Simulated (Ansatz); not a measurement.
Consider the following.

CsHgCl3 (cubic perovskite, Pm-3m), a = 5.2689 Å, b = 5.2689 Å, c = 5.2689 Å, α = 90.00°, β = 90.00°, γ = 90.00°.

This is the PBEsol-relaxed structure.

Q: All from PBEsol in the plane-wave PAW code Ansatz, unless another level is named. Give the bulk modulus (Birch–Murnaghan fit).

A: 342 kbar.

Q: Give the elastic constants (relaxed ions, GPa).

A: C11 = 55.6, C12 = 23.5, C44 = 9.9.

The workflow started from an entry of the Crystallography Open Database (COD), which files this formula under 2 space groups. Whether it is the stable phase at ambient conditions was not checked. The cell was relaxed with PBEsol under the symmetry of its start; of distortions, only those at the zone centre were tested. As this level gives no gap, shear constants depend on the k-mesh and smearing (Fermi–Dirac, 0.1 eV here). Spin–orbit coupling is left out wherever it is not named.

Potentials: the later of the program's two PAW sets.
